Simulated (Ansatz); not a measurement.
This run works on a proposed trial structure, not on a known crystal.

Input and command of a plane-wave DFT calculation in Ansatz:

```yaml
crystal:
  lattice:
    - [5.6, 0.0, 0.0]
    - [-2.8, 4.84974226, 0.0]
    - [0.0, 0.0, 3.7]
  atoms:
    - { symbol: Zn, position: [0.33333333, 0.66666667, 0.0] }
    - { symbol: Zn, position: [0.66666667, 0.33333333, 0.0] }
    - { symbol: Si, position: [0.0, 0.5999, 0.5] }
    - { symbol: Si, position: [0.5999, 0.0, 0.5] }
    - { symbol: Si, position: [0.4001, 0.4001, 0.5] }
    - { symbol: "N", position: [0.0, 0.6999, 0.0] }
    - { symbol: "N", position: [0.6999, 0.0, 0.0] }
    - { symbol: "N", position: [0.3001, 0.3001, 0.0] }
basis:
  ecutwfc: 420
kpoints:
  mp_grid: { grid: [4, 4, 4] }
hamiltonian:
  xc: pbe
scf:
  occupations: { method: gaussian, width: 0.2 }
  lower_state_search: "off"
output:
  forces: true
  stress: true
  eigenvalues: true
relax:
  adjacent_minimum: "off"
  f_tol: 0.08
  max_steps: 16
  cell: { stress_tol: 0.8 }
```

```bash
ansatz run input.yaml --threads 1 --pin off --max-ram 2560MiB --backend cpu --events-out ev --progress --plain --runs-dir out
```

Processor: AMD EPYC 7571, 1 thread, on a host shared with other jobs.

Problem. Estimate time, memory and problem size.

Solution. About 3.3 min, peak memory 0.4 GiB. It solves 34 bands at 12 k points (after reduction by symmetry) with about 2061 plane waves (on the last cell), in 121 SCF iterations over 17 ionic steps, the closing evaluation included.
